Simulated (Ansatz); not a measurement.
# TiGe: relaxed-ion elastic tensor

These are results of Ansatz, DFT HSE06, scalar-relativistic, plane waves, PAW, not measurements. Cutoff 420 eV, 10×10×10 k-points (Γ-centred), Fermi-Dirac smearing of 0.15 eV. No spin polarisation.

The cell is fixed (symmetry leaves no force on the atoms) and stands under 0.2 GPa:
```
CELL_PARAMETERS angstrom
0.00000 2.57700 2.57700
2.57700 0.00000 2.57700
2.57700 2.57700 0.00000
ATOMIC_POSITIONS crystal
Ti 0.00000 0.00000 0.00000
Ge 0.50000 0.50000 0.50000
```

The cell is the ideal cubic rocksalt prototype; whether it is the stable structure of this composition wasn't checked. In a metal, frequencies and elastic constants depend on the k mesh and the smearing, soft modes and shear constants most.

Question: Give the relaxed-ion elastic constants (GPa, Voigt order xx yy zz yz xz xy, on the axes of the cell above).

Answer:
C11 = 249.6, C12 = 57.0, C13 = 57.0, C22 = 249.6, C23 = 57.0, C33 = 249.6, C44 = 15.4, C55 = 15.4, C66 = 15.4 GPa; the others vanish.

Question: Is the crystal stable against homogeneous strain?

Answer: Too close to call: the least eigenvalue is 15.4 GPa, within what the k mesh leaves open in a metal.

Cost: 1 run of about 51 core-minutes, on Arm Neoverse V2 (shared hosts).